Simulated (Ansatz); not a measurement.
Q: TiSi₂ in space group Fddd (No. 70; Ti on 8b, Si on 16f) is relaxed with PBEsol in the plane-wave PAW code Ansatz. What lattice parameters of the conventional cell result?

A: a = 4.756 Å, b = 8.177 Å, c = 8.508 Å.

Q: Give the free coordinates with the occupied sites.

A: In one choice of origin and axes:

```
atom  site  symmetry       x       y       z
----  ----  --------  ------  ------  ------
Ti      8b       222  0.5000  0.5000  0.5000
Si     16f       .2.  0.0000  0.1633  0.0000
```

Q: Is it a metal or does it have a gap at this level?

A: No gap at this level.

The cell was relaxed with PBEsol under the symmetry of its start; of distortions, only those at the zone centre were tested. The run is not spin-polarised.

Potentials: the earlier of the program's two PAW sets.
